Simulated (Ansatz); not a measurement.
Task: Each is relaxed and computed with DFT-PBEsol in the program Ansatz with PAW potentials. Which is the only metal?
A) FeBiO3, Amm2 (Bi on 2b, Fe on 2a, O on 2b, O on 4d)
B) GeSe2, I-42d (Ge on 4a, Se on 8d)
C) Fe3Ge2, P-6m2 (Fe on 2g, Fe on 1e, Ge on 1f, Ge on 1c)
D) ZnCu2GeS4, I-4 (Pearson symbol tI16)

Result: C, Fe3Ge2, P-6m2 (Fe on 2g, Fe on 1e, Ge on 1f, Ge on 1c). Fe3Ge2: metal; GeSe2: gap 1.34 eV (indirect); FeBiO3: gap 0.73 eV (indirect); ZnCu2GeS4: gap 0.60 eV (direct). Spin orders computed, not proven ground states: Fe3Ge2, P-6m2 (Fe on 2g, Fe on 1e, Ge on 1f, Ge on 1c) ferromagnetic; FeBiO3, Amm2 (Bi on 2b, Fe on 2a, O on 2b, O on 4d) antiferromagnetic. Typed or built starts, not in the databases checked: FeBiO3, Amm2 (Bi on 2b, Fe on 2a, O on 2b, O on 4d). Not the usual ambient phase: FeBiO3, Amm2 (Bi on 2b, Fe on 2a, O on 2b, O on 4d). Standing as an ambient phase not checked: Fe3Ge2, P-6m2 (Fe on 2g, Fe on 1e, Ge on 1f, Ge on 1c); GeSe2, I-42d (Ge on 4a, Se on 8d). All cells were relaxed under the symmetry of their starts (and spin orders); stability against distortions was not tested throughout. Cells of antiferromagnets are given as chemical subcells. Rows with no word on spin ran without spin polarisation. No Hubbard U is applied. Spin–orbit coupling is left out wherever it is not named.

Potentials: the later of the program's two PAW sets.
